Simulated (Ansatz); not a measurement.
Tl2InGaF6:
```
Tl2InGaF6
1.0
    0.00000     4.42840     4.42840
    4.42840     0.00000     4.42840
    4.42840     4.42840     0.00000
Tl In Ga F
2 1 1 6
Direct
  0.25000   0.25000   0.25000
  0.75000   0.75000   0.75000
  0.00000   0.00000   0.00000
  0.50000   0.50000   0.50000
  0.28625   0.71375   0.71375
  0.71375   0.28625   0.28625
  0.71375   0.28625   0.71375
  0.28625   0.71375   0.28625
  0.71375   0.71375   0.28625
  0.28625   0.28625   0.71375
```

Relaxed with r²SCAN+D4.

Map the electron localisation function on the plane through (0.250, 0.250, 0.250) spanned by u = [1, 0, 0] and v = [-1, 1, 1] in lattice vectors, from plane-wave PAW r²SCAN+D4 (Ansatz code).

x is the fraction of u, y of v (the angle between them is 90°; rows are the nearest grid lines); atoms in the plane: Tl at (0.00, 0.00), Tl at (0.00, 0.50), In at (0.50, 0.75), Ga at (0.50, 0.25), F at (0.50, 0.46), F at (0.50, 0.04).
```
y \ x   0.000  0.0968  0.194  0.258  0.355  0.452  0.548  0.645  0.742  0.806  0.903   1.00
------  -----  ------  -----  -----  -----  -----  -----  -----  -----  -----  -----  -----
1.00    0.939   0.253  0.347  0.049  0.560  0.797  0.797  0.560  0.049  0.347  0.253  0.939
0.925   0.322   0.454  0.301  0.047  0.058  0.190  0.189  0.058  0.047  0.301  0.454  0.322
0.850   0.349   0.263  0.042  0.064  0.277  0.311  0.310  0.278  0.064  0.042  0.262  0.349
0.775   0.016   0.012  0.028  0.153  0.329  0.014  0.014  0.329  0.153  0.028  0.012  0.016
0.700   0.067   0.028  0.026  0.136  0.314  0.104  0.103  0.314  0.136  0.026  0.028  0.067
0.625   0.403   0.355  0.097  0.041  0.198  0.184  0.184  0.198  0.041  0.097  0.355  0.403
0.550   0.069   0.405  0.339  0.056  0.159  0.626  0.624  0.160  0.056  0.339  0.405  0.069
0.450   0.069   0.402  0.305  0.034  0.615  0.704  0.704  0.615  0.034  0.305  0.402  0.069
0.375   0.403   0.337  0.052  0.016  0.117  0.526  0.526  0.117  0.016  0.052  0.337  0.403
0.300   0.067   0.021  0.020  0.031  0.094  0.062  0.064  0.094  0.031  0.019  0.021  0.067
0.225   0.016   0.012  0.021  0.034  0.112  0.015  0.015  0.112  0.034  0.021  0.012  0.016
0.150   0.349   0.218  0.022  0.019  0.063  0.165  0.165  0.063  0.019  0.022  0.218  0.349
0.0750  0.322   0.449  0.249  0.027  0.513  0.773  0.773  0.512  0.027  0.250  0.449  0.322
0.000   0.939   0.253  0.347  0.049  0.560  0.797  0.797  0.560  0.049  0.347  0.253  0.939
```

The density is the valence pseudo-density with augmentation charge, so density and ELF within about 1 Å of a nucleus are not all-electron values.

Space group Fm-3m. The workflow started from a Materials Project entry (that database holds measured and hypothetical structures alike); the Crystallography Open Database copy checked does not list it. Its standing as an ambient phase is unchecked. The r²SCAN+D4 relaxation kept the symmetry of its start; whether a distortion lowers the energy is not shown. Scalar-relativistic: spin–orbit coupling is off unless named, which matters more the heavier the elements.

Potentials: the later of the program's two PAW sets.
